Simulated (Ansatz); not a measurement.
Ge in space group I-43m (No. 217; Ge on 2a, Ge on 8c, Ge on 12d, Ge on 24g), r²SCAN in the plane-wave PAW code Ansatz. The conduction-band minimum lies on the P–H line, 72 % of the way from P, with 8 equivalent valleys. Second derivatives d²E/dk² of the lowest band at one valley (eV·Å²), along Cartesian directions:

```csv
direction,d²E/dk²
[100],28.85
[010],28.85
[001],29.01
[110],29.77
[101],29.80
[011],28.05
```

Q: Find the principal effective masses, the density-of-states mass and the conductivity mass.

A: Off-diagonal terms follow from H_xy = H[110] − (H_xx + H_yy)/2, and m*/mₑ = 7.620 eV·Å² over each eigenvalue: 0.26, 0.26, 0.28. One valley's DOS mass (m₁m₂m₃)^(1/3) = 0.26, conductivity mass 3/(Σ 1/mᵢ) = 0.26 mₑ.

Q: What effective density of states Nc follows at 300 K for parabolic valleys?

A: Nc = 2.509e19 × 8 × (0.26)^(3/2) ≈ 2.7e19 cm⁻³.

The start of the workflow was typed in or built on a structure type; neither database checked (COD, Materials Project) lists it. It is not the phase usual at ambient conditions (space group No. 227). The r²SCAN relaxation kept the symmetry of its start; its stability against distortions is not shown here. Scalar-relativistic: spin–orbit coupling is off unless named, which matters more the heavier the elements.

Potentials: the later of the program's two PAW sets.

Edges and masses are those of Kohn–Sham bands, whose gap is no quasiparticle gap.
